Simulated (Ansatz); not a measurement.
HfC:
```yaml
crystal:
  lattice:
    - [0.00000, 2.51333, 2.51333]
    - [2.51333, 0.00000, 2.51333]
    - [2.51333, 2.51333, 0.00000]
  atoms:
    - { symbol: Hf, position: [0.00000, 0.00000, 0.00000] }
    - { symbol: C, position: [0.25000, 0.25000, 0.25000] }
```

r²SCAN in the plane-wave PAW code Ansatz gives a gap of 0.57 eV without spin–orbit coupling, maximum at W, minimum at W.

Q: What happens when spin–orbit coupling is switched on?

A: The gap shrinks by 0.14 eV, to 0.43 eV; maximum at W, minimum at W.

Q: Give the electron effective mass with spin–orbit coupling.

A: 0.30, 0.30, 2.6 mₑ (principal values).

Q: Give the hole effective mass with spin–orbit coupling.

A: 1.4, 1.4, 4.3 mₑ (principal values).

Space group F-43m (zinc blende). The start of the workflow was typed in or built on a structure type; neither database checked (COD, Materials Project) lists it. It is not the phase usual at ambient conditions (space group No. 225). The r²SCAN relaxation kept the symmetry of its start; whether a distortion lowers the energy is not shown. The run is not spin-polarised.

Potentials: the earlier of the program's two PAW sets.
